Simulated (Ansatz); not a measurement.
**ZnPdC4N4: start and end of a relaxation**

A trial structure of ZnPdC4N4 was built thus: two interpenetrating cyanide-bridged diamond nets (P-43m, No. 215). Lengths were set from tabulated atomic sizes, so they are only a guess.

POSCAR.start

```
Zn Pd C N
1.0
     5.90860    0.00000    0.00000
     0.00000    5.90860    0.00000
     0.00000    0.00000    5.90860
Zn Pd C N
1 1 4 4
Direct
  0.00000 0.00000 0.00000
  0.50000 0.50000 0.50000
  0.18732 0.18732 0.18732
  0.18732 0.81268 0.81268
  0.81268 0.18732 0.81268
  0.81268 0.81268 0.18732
  0.30164 0.30164 0.30164
  0.30164 0.69836 0.69836
  0.69836 0.30164 0.69836
  0.69836 0.69836 0.30164
```

These are results of DFT PBE, scalar-relativistic, plane waves, PAW (Ansatz), not measurements. Cutoff 420 eV, Gaussian smearing, Γ-centred meshes. Cell and atoms relax first on a coarse mesh and then on a finer one. In between, the cell is made exact in the group found at 0.06 Å. In metals the finer mesh still leaves noise of several meV/atom or more. The steps can't lower the symmetry of their start. Collinear spin is switched on along the way, since trial moments persisted in a coarse test.

POSCAR.end

```
Zn Pd C N
1.0
     6.07943    0.00000    0.00000
     0.00000    6.07943    0.00000
     0.00000    0.00000    6.07943
Zn Pd C N
1 1 4 4
Direct
  0.00000 0.00000 0.00000
  0.50000 0.50000 0.50000
  0.19063 0.19063 0.19063
  0.19063 0.80937 0.80937
  0.80937 0.19063 0.80937
  0.80937 0.80937 0.19063
  0.30144 0.30144 0.30144
  0.30144 0.69856 0.69856
  0.69856 0.30144 0.69856
  0.69856 0.69856 0.30144
```

The symmetry stays P-43m (No. 215). The volume per atom grows by 8.9 %, from 20.6 to 22.5 Å³. The shortest distance stays 1.17 Å (C–N).

```yaml
Volume_per_atom: 22.47 Å³
Density: 2.04 g/cm³
Energy_over_the_elements: +0.64 eV/atom
Gap_on_the_6×6×6_mesh_of_the_10-atom_cell: 0 eV (a metal)
Net_moment_per_atom: 0.20 μB
Moment_by_site: Pd 1.1 μB
```

Energies over the elements count from the elements' standard structures at the same level (N₂ as a molecule), with no fitted energy shifts. A positive value: parting into the elements would lower its energy.

The last run used collinear spin and Gaussian smearing of 0.10 eV. The reference form of C is held partly by dispersion forces, which this level lacks. The magnetic state reached may not be the lowest. A structure relaxed within its symmetry needn't be a true minimum. In all, the 3 runs took 4.8 min on 1 thread of Arm Neoverse V2, with other jobs on the host.
